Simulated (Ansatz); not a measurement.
Tc (hcp (Mg type)), relaxed with PBEsol (Ansatz, a quantum-chemistry and plane-wave program, plane waves, PAW): a = b = 2.7242 Å, c = 4.3577 Å, α = β = 90.00°, γ = 120.00°.

Problem. The same phase is relaxed and computed with PBE+D3(BJ) in the same code. What is the cell now?

Solution. a = 2.7298 Å, b = 2.7298 Å, c = 4.3683 Å, α = 90.00°, β = 90.00°, γ = 120.00°.

All cells were relaxed under the symmetry of their starts (and spin orders); stability against distortions was not tested throughout. Rows with no word on spin ran without spin polarisation. Scalar-relativistic: spin–orbit coupling is off unless named, which matters more the heavier the elements.

Potentials: the earlier of the program's two PAW sets.

Ansatz is a plane-wave DFT program.
